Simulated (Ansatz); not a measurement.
CaB₆ in space group Pm-3m (No. 221; Ca on 1b, B on 6e) under volume change, LDA in the plane-wave PAW code Ansatz, shape and atoms relaxed at each volume.

```tsv
V (Å³/atom)	E − E(relaxed) (meV/atom)	P (GPa)
8.879	46.4	18.03
9.172	19.8	11.22
9.465	4.8	5.29
9.757	0.0	0.07
10.050	4.0	-4.38
10.343	15.6	-8.29
10.636	34.0	-11.70
```

**Question.** What does a third-order Birch–Murnaghan fit give for V₀, B₀ and B′?

**Answer.** V₀ = 9.76 Å³/atom, B₀ = 160 GPa, B′ = 3.6.

The LDA relaxation kept the symmetry of its start; of distortions, only those at the zone centre were tested.

Potentials: the later of the program's two PAW sets.
